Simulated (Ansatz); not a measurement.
GePdS$_{3}$ in space group C2/m (No. 12; Pearson symbol mS20), the program Ansatz at the LDA level (PAW). The conduction-band minimum lies on the D2–A line, 56 % of the way from D2, with 2 equivalent valleys. Second derivatives d²E/dk² of the lowest band at one valley (eV·Å²), along Cartesian directions:

```tsv
direction	d²E/dk²
[100]	6.138
[010]	27.35
[001]	26.19
[110]	16.74
[101]	18.88
[011]	26.75
```

Task: Find the principal effective masses, the density-of-states mass and the conductivity mass.

Result: Off-diagonal terms follow from H_xy = H[110] − (H_xx + H_yy)/2, and m*/mₑ = 7.620 eV·Å² over each eigenvalue: 0.28, 0.29, 1.3. One valley's DOS mass (m₁m₂m₃)^(1/3) = 0.47, conductivity mass 3/(Σ 1/mᵢ) = 0.38 mₑ.

Task: What effective density of states Nc follows at 300 K for parabolic valleys?

Result: Nc = 2.509e19 × 2 × (0.47)^(3/2) ≈ 1.6e19 cm⁻³.

The first step of the workflow began from a Materials Project structure, measured or hypothetical; the Crystallography Open Database copy checked does not list it. Its standing as an ambient phase is unchecked. The LDA relaxation kept the symmetry of its start; whether a distortion lowers the energy is not shown. No spin polarisation was allowed. A crystal of weakly bound chains computed without a dispersion correction: the cell and the soft elastic constants depend strongly on that. Scalar-relativistic: spin–orbit coupling is off unless named, which matters more the heavier the elements.

Potentials: the later of the program's two PAW sets.

Edges and masses are those of Kohn–Sham bands, whose gap is no quasiparticle gap.
